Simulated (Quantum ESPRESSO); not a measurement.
## ZrSnHf3Mg2Al (one run as intended and one with a planted mistake)

Simulated, not a measurement. The program is pw.x of Quantum ESPRESSO 7.5 (plane-wave density functional theory). The cell is made up: eight metal atoms on a face-centred cubic lattice, with elements, volume, strain and displacements drawn at random and not relaxed, so it may be unstable or far from any real phase. PseudoDojo standard norm-conserving files set the functional (PBE unless stated); there is no spin polarisation or spin-orbit coupling, the Fermi-Dirac width of 0.25 eV means electrons at about 2900 K, and the masses in the input are unused placeholders. The tin pseudopotential is less sure than most, with forces differing by about three percent from a second method on plain tin. Heavy elements are run without spin-orbit coupling, which real alloys of them have. A spin test at this wide smearing found no moment, but such smearing suppresses magnetism that the real alloy may have.

Intended input:

```
&control calculation='scf', pseudo_dir='./dojo.nc.sr.pbe.v0_5.standard.upf', outdir='./o', disk_io='minimal', tprnfor=.true., tstress=.true. /
&system ibrav=0, nat=8, ntyp=5, nbnd=56, ecutwfc=84.00895049, nosym=.true., tot_charge=0,
 occupations='smearing', smearing='fd', degauss=0.0183746611
/
&electrons conv_thr=1.470e-08, electron_maxstep=70, mixing_beta=0.5 /
ATOMIC_SPECIES
Al 1.0 Al.upf
Hf 1.0 Hf.upf
Mg 1.0 Mg.upf
Sn 1.0 Sn.upf
Zr 1.0 Zr.upf
CELL_PARAMETERS angstrom
0.0331 2.293 2.2945
-4.5033 4.5134 -4.5825
-4.4506 -4.5532 4.4899
ATOMIC_POSITIONS angstrom
Zr -0.1439 0.0729 0.0272
Sn -4.5173 -2.238 2.1935
Hf -4.4802 0.0025 -0.0439
Hf -4.531 2.2642 -2.3692
Mg -2.2141 -0.027 2.2014
Mg -2.2889 2.1794 -0.0209
Al -6.7123 -0.0175 2.2177
Hf -6.8177 2.3119 -0.1134
K_POINTS automatic
7 3 3 1 1 1
```

The log is shortened where brackets say so; the opening notice, blank lines, dates and the lines on written files are dropped, and the path of the files is cut. It prints rydbergs, bohrs and kilobars, and counts compression as positive stress. Its total energy is the free energy E - TS of the whole cell.

Log of the intended run:

```
     Program PWSCF v.7.5
     Parallel version (MPI & OpenMP), running on       4 processor cores
     Number of MPI processes:                 4
     Threads/MPI process:                     1
     [start-up lines left out]
     bravais-lattice index     =            0
     lattice parameter (alat)  =       6.1303  a.u.
     unit-cell volume          =    1256.8529 (a.u.)^3
     number of atoms/cell      =            8
     number of atomic types    =            5
     number of electrons       =        85.00
     number of Kohn-Sham states=           56
     kinetic-energy cutoff     =      84.0090  Ry
     charge density cutoff     =     336.0358  Ry
     scf convergence threshold =      1.5E-08
     mixing beta               =       0.5000
     number of iterations used =            8  plain     mixing
     Exchange-correlation= PBE
                           (   1   4   3   4   0   0   0)
     [axes and pseudopotential details left out]
   Cartesian axes
     site n.     atom                  positions (alat units)
         1        Zr     tau(   1) = (  -0.0443585   0.0224721   0.0083847  )
         2        Sn     tau(   2) = (  -1.3925001  -0.6898845   0.6761669  )
         3        Hf     tau(   3) = (  -1.3810636   0.0007706  -0.0135326  )
         4        Hf     tau(   4) = (  -1.3967232   0.6979609  -0.7303281  )
         5        Mg     tau(   5) = (  -0.6825171  -0.0083230   0.6786022  )
         6        Mg     tau(   6) = (  -0.7055749   0.6718205  -0.0064426  )
         7        Al     tau(   7) = (  -2.0691294  -0.0053945   0.6836268  )
         8        Hf     tau(   8) = (  -2.1016199   0.7126648  -0.0349566  )
     number of k points=    32  Fermi-Dirac smearing, width (Ry)=  0.0184
                       cart. coord. in units 2pi/alat
        k(    1) = (  -0.1215294   0.0510504   0.0517237), wk =   0.0634921
        k(    2) = (   0.1207382   0.1692731  -0.0699167), wk =   0.0634921
     [further k points left out]
     Dense  grid:   130695 G-vectors     FFT dimensions: (  36,  90,  90)
     Estimated max dynamical RAM per process >     331.64 MB
     Estimated total dynamical RAM >       1.20 GB
     Initial potential from superposition of free atoms
     starting charge      84.9865, renormalised to      85.0000
     Starting wfcs are   63 randomized atomic wfcs
     total cpu time spent up to now is        4.1 secs
     per-process dynamical memory:   239.4 Mb
     Self-consistent Calculation
     iteration #  1     ecut=    84.01 Ry     beta= 0.50
     Davidson diagonalization with overlap
     ethr =  1.00E-02,  avg # of iterations =  3.1
     Threshold (ethr) on eigenvalues was too large:
     Diagonalizing with lowered threshold
     Davidson diagonalization with overlap
     ethr =  6.52E-04,  avg # of iterations =  3.7
     total cpu time spent up to now is       20.0 secs
     total energy              =    -839.32103437 Ry
     estimated scf accuracy    <       0.53565117 Ry
     iteration #  2     ecut=    84.01 Ry     beta= 0.50
     Davidson diagonalization with overlap
     ethr =  6.30E-04,  avg # of iterations =  6.5
     total cpu time spent up to now is       30.6 secs
     total energy              =    -838.99689943 Ry
     estimated scf accuracy    <       7.58850382 Ry
     [iterations 3 to 15 left out]
     iteration # 16     ecut=    84.01 Ry     beta= 0.50
     Davidson diagonalization with overlap
     ethr =  5.50E-11,  avg # of iterations =  2.4
     total cpu time spent up to now is      142.1 secs
     total energy              =    -839.59385854 Ry
     estimated scf accuracy    <       0.00000007 Ry
     iteration # 17     ecut=    84.01 Ry     beta= 0.50
     Davidson diagonalization with overlap
     ethr =  5.50E-11,  avg # of iterations =  2.0
     total cpu time spent up to now is      149.0 secs
     End of self-consistent calculation
     [lines on levels left out]
!    total energy              =    -839.59385855 Ry
     estimated scf accuracy    <          4.7E-09 Ry
     smearing contrib. (-TS)   =      -0.11166941 Ry
     internal energy E=F+TS    =    -839.48218914 Ry
     The total energy is F=E-TS. E is the sum of the following terms:
     one-electron contribution =    -360.15180462 Ry
     hartree contribution      =     198.96206536 Ry
     xc contribution           =    -183.15041915 Ry
     ewald contribution        =    -495.14203073 Ry
     convergence has been achieved in  17 iterations
     Forces acting on atoms (cartesian axes, Ry/au):
     atom    1 type  5   force =     0.05070739   -0.01480638   -0.00593000
     atom    2 type  4   force =    -0.00130402    0.00045031   -0.00121550
     atom    3 type  2   force =    -0.04799108    0.00254085   -0.01080988
     atom    4 type  2   force =     0.00840914   -0.01358616    0.01170275
     atom    5 type  3   force =    -0.00692697    0.00439426    0.00952757
     atom    6 type  3   force =    -0.00875199    0.02260811   -0.00803942
     atom    7 type  1   force =    -0.02112853    0.01781129   -0.01881592
     atom    8 type  2   force =     0.02698606   -0.01941228    0.02358040
     Total force =     0.096109     Total SCF correction =     0.000253
     Computing stress (Cartesian axis) and pressure
          total   stress  (Ry/bohr**3)                   (kbar)     P=      -47.75
  -0.00032835  -0.00005904  -0.00003129          -48.30       -8.69       -4.60
  -0.00005904  -0.00031469   0.00005541           -8.69      -46.29        8.15
  -0.00003129   0.00005541  -0.00033080           -4.60        8.15      -48.66
     init_run     :      3.72s CPU      3.89s WALL (       1 calls)
     electrons    :    143.53s CPU    144.94s WALL (       1 calls)
     forces       :      1.37s CPU      1.40s WALL (       1 calls)
     stress       :      4.75s CPU      4.75s WALL (       1 calls)
     [timing details left out]
     PWSCF        :   2m33.57s CPU   2m35.25s WALL
     JOB DONE.
```

A second run has one planted mistake: the files are those of another functional. The input lines that differ:

```
- &control calculation='scf', pseudo_dir='./dojo.nc.sr.pbe.v0_5.standard.upf', outdir='./o', disk_io='minimal', tprnfor=.true., tstress=.true. /
+ &control calculation='scf', pseudo_dir='./dojo.nc.sr.lda.v0_4_1.standard.upf', outdir='./o', disk_io='minimal', tprnfor=.true., tstress=.true. /
```

Its log:

```
     Program PWSCF v.7.5
     Parallel version (MPI & OpenMP), running on       4 processor cores
     Number of MPI processes:                 4
     Threads/MPI process:                     1
     [start-up lines left out]
     bravais-lattice index     =            0
     lattice parameter (alat)  =       6.1303  a.u.
     unit-cell volume          =    1256.8529 (a.u.)^3
     number of atoms/cell      =            8
     number of atomic types    =            5
     number of electrons       =        85.00
     number of Kohn-Sham states=           56
     kinetic-energy cutoff     =      84.0090  Ry
     charge density cutoff     =     336.0358  Ry
     scf convergence threshold =      1.5E-08
     mixing beta               =       0.5000
     number of iterations used =            8  plain     mixing
     Exchange-correlation= SLA  PW   NOGX NOGC
                           (   1   4   0   0   0   0   0)
     [axes and pseudopotential details left out]
   Cartesian axes
     site n.     atom                  positions (alat units)
         1        Zr     tau(   1) = (  -0.0443585   0.0224721   0.0083847  )
         2        Sn     tau(   2) = (  -1.3925001  -0.6898845   0.6761669  )
         3        Hf     tau(   3) = (  -1.3810636   0.0007706  -0.0135326  )
         4        Hf     tau(   4) = (  -1.3967232   0.6979609  -0.7303281  )
         5        Mg     tau(   5) = (  -0.6825171  -0.0083230   0.6786022  )
         6        Mg     tau(   6) = (  -0.7055749   0.6718205  -0.0064426  )
         7        Al     tau(   7) = (  -2.0691294  -0.0053945   0.6836268  )
         8        Hf     tau(   8) = (  -2.1016199   0.7126648  -0.0349566  )
     number of k points=    32  Fermi-Dirac smearing, width (Ry)=  0.0184
                       cart. coord. in units 2pi/alat
        k(    1) = (  -0.1215294   0.0510504   0.0517237), wk =   0.0634921
        k(    2) = (   0.1207382   0.1692731  -0.0699167), wk =   0.0634921
     [further k points left out]
     Dense  grid:   130695 G-vectors     FFT dimensions: (  36,  90,  90)
     Estimated max dynamical RAM per process >     331.64 MB
     Estimated total dynamical RAM >       1.20 GB
     Initial potential from superposition of free atoms
     starting charge      84.9887, renormalised to      85.0000
     Starting wfcs are   63 randomized atomic wfcs
     total cpu time spent up to now is        4.0 secs
     per-process dynamical memory:   229.7 Mb
     Self-consistent Calculation
     iteration #  1     ecut=    84.01 Ry     beta= 0.50
     Davidson diagonalization with overlap
     ethr =  1.00E-02,  avg # of iterations =  3.0
     Threshold (ethr) on eigenvalues was too large:
     Diagonalizing with lowered threshold
     Davidson diagonalization with overlap
     ethr =  6.28E-04,  avg # of iterations =  4.1
     total cpu time spent up to now is       19.9 secs
     total energy              =    -838.78255608 Ry
     estimated scf accuracy    <       0.51347903 Ry
     iteration #  2     ecut=    84.01 Ry     beta= 0.50
     Davidson diagonalization with overlap
     ethr =  6.04E-04,  avg # of iterations =  6.3
     total cpu time spent up to now is       29.9 secs
     total energy              =    -838.45410151 Ry
     estimated scf accuracy    <       7.55557382 Ry
     [iterations 3 to 15 left out]
     iteration # 16     ecut=    84.01 Ry     beta= 0.50
     Davidson diagonalization with overlap
     ethr =  3.94E-11,  avg # of iterations =  2.3
     total cpu time spent up to now is      137.2 secs
     total energy              =    -839.04349075 Ry
     estimated scf accuracy    <       0.00000006 Ry
     iteration # 17     ecut=    84.01 Ry     beta= 0.50
     Davidson diagonalization with overlap
     ethr =  3.94E-11,  avg # of iterations =  2.0
     total cpu time spent up to now is      144.2 secs
     End of self-consistent calculation
     [lines on levels left out]
!    total energy              =    -839.04349076 Ry
     estimated scf accuracy    <          4.2E-09 Ry
     smearing contrib. (-TS)   =      -0.11317511 Ry
     internal energy E=F+TS    =    -838.93031565 Ry
     The total energy is F=E-TS. E is the sum of the following terms:
     one-electron contribution =    -361.93070412 Ry
     hartree contribution      =     198.78423293 Ry
     xc contribution           =    -180.64181374 Ry
     ewald contribution        =    -495.14203073 Ry
     convergence has been achieved in  17 iterations
     Forces acting on atoms (cartesian axes, Ry/au):
     atom    1 type  5   force =     0.05258934   -0.01325094   -0.00632546
     atom    2 type  4   force =     0.00419428   -0.00070076    0.00013684
     atom    3 type  2   force =    -0.05035014    0.00581363   -0.01298136
     atom    4 type  2   force =     0.00169764   -0.01535255    0.01406194
     atom    5 type  3   force =    -0.00539196    0.00333991    0.00944595
     atom    6 type  3   force =    -0.01003194    0.02013866   -0.00660119
     atom    7 type  1   force =    -0.02088081    0.01774871   -0.01891140
     atom    8 type  2   force =     0.02817359   -0.01773666    0.02117468
     Total force =     0.097559     Total SCF correction =     0.000248
     Computing stress (Cartesian axis) and pressure
          total   stress  (Ry/bohr**3)                   (kbar)     P=      -98.51
  -0.00065361  -0.00005843  -0.00002196          -96.15       -8.59       -3.23
  -0.00005843  -0.00067065   0.00005110           -8.59      -98.66        7.52
  -0.00002196   0.00005110  -0.00068475           -3.23        7.52     -100.73
     init_run     :      3.65s CPU      3.82s WALL (       1 calls)
     electrons    :    139.23s CPU    140.20s WALL (       1 calls)
     forces       :      1.32s CPU      1.34s WALL (       1 calls)
     stress       :      4.76s CPU      4.89s WALL (       1 calls)
     [timing details left out]
     PWSCF        :   2m29.13s CPU   2m30.46s WALL
     JOB DONE.
```

|  | intended run | run with the mistake |
| --- | --- | --- |
| free energy (eV) | -11423.256 | -11415.768 |
| entropy term -TS, part of it (eV) | -1.519 | -1.540 |
| pressure (GPa) | -4.78 | -9.85 |
| size of the largest force component (eV/Å) | 1.304 | 1.352 |
| largest change of a force component (eV/Å) |  | 0.173 |
| iterations | 17 | 17 |

For scale, a rerun of the intended cell at a higher cutoff and on a denser mesh moved values by no more than 0.019 eV in energy, 0.20 GPa in stress and 0.018 eV/Å in force, and a second program with other atomic files agreed on that cell to 2 % rms in force and 0.5 GPa in pressure. Files of another functional or element have another zero of energy, so the energy change says nothing on stability.